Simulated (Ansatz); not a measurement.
Q: Name crystals whose computed values (plane-wave PAW r²SCAN (Ansatz code)) fall in these windows: B₀ by P(V) fit (GPa) 40 to 50; ε∞ 5.2 to 6.3; gap (eV) 1.5 to 1.9.

A: 

```csv
crystal,B₀ by P(V) fit (GPa),ε∞,gap (eV)
"CuI, zinc blende",43.8,5.70,1.67
```
Others may fit too.

The cell was relaxed under the symmetry of its start. Rows with no word on spin ran without spin polarisation. Spin–orbit coupling is left out wherever it is not named.

Potentials: the later of the program's two PAW sets.
